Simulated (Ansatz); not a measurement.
SiNi3 (Cu3Au type, space group No. 221), DFT-PBE in the program Ansatz with PAW potentials, all energies at zero smearing, with the estimated change up to a 700 eV cutoff added, with one set of potentials and settings (totals compare only within such a set). Cell of 4 atoms (1 Si, 3 Ni): -18156.808 eV.

```tsv
element	reference phase	E (eV/atom)
Si	Fd-3m, 2 atoms in the cell	-635.8096
Ni	Fm-3m, 1 atoms in the cell, spin-polarised	-5839.7239
```

Formation energy per atom, worked out: (-18156.808 − 1×(-635.8096) − 3×(-5839.7239))/4 = -0.457 eV/atom (-44 kJ per mol of atoms), at 0 K, without zero-point energy or fitted corrections.

Space group Pm-3m (Cu3Au type). The cell was relaxed with PBE under the symmetry of its start; of distortions, only those at the zone centre were tested. The workflow began spin-polarised and lost its moments. The references are the lowest solids computed at this level, not always the standard phases.

Potentials: the later of the program's two PAW sets.
